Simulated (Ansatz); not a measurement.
# Is this BeCd2Te3 structure a true minimum?

The structure comes from a proposed guess, relaxed at this level; another structure or a mixture of phases may lie lower.

Theory: DFT PBE, scalar-relativistic, plane waves, PAW (Ansatz 0.2.0). Settings: cutoff 420 eV, Γ-centred mesh 4×4×4 on the computed 12-atom cell, Gaussian smearing of 0.02 eV; no spin polarisation.

The cell below (12 atoms, space group Cc (No. 9)) is relaxed within its symmetry.

```
Be Cd Te
1.0
     3.83268   -6.71634    0.00002
     3.83268    6.71634    0.00002
    -2.41672    0.00000    7.21603
Be Cd Te
2 4 6
Direct
  0.92624 0.07815 0.00396
  0.07815 0.92624 0.50396
  0.58946 0.41717 0.00078
  0.23999 0.75530 0.00028
  0.41717 0.58946 0.50078
  0.75530 0.23999 0.50028
  0.96151 0.82998 0.15463
  0.65726 0.11402 0.10772
  0.25595 0.42497 0.10763
  0.42497 0.25595 0.60763
  0.82998 0.96151 0.65463
  0.11402 0.65726 0.60772
```

For the test it was strained at random (σ = 1.5 % a component), the atoms were moved at random (σ = 0.05 Å), and all was relaxed again on a coarse 2×2×2 mesh (in the run’s order of axes) with 0.10 eV smearing, with no symmetry imposed.

Spin–orbit coupling, which can matter for Te, is left out.

Q: What happens?

A: It returns, within 1 meV/atom of the unmoved cell on that mesh and with the same symmetry when read at 0.1 Å. So it is stable against the distortions that fit this cell and that this random move excites. Modes that don't fit the cell aren't tested.
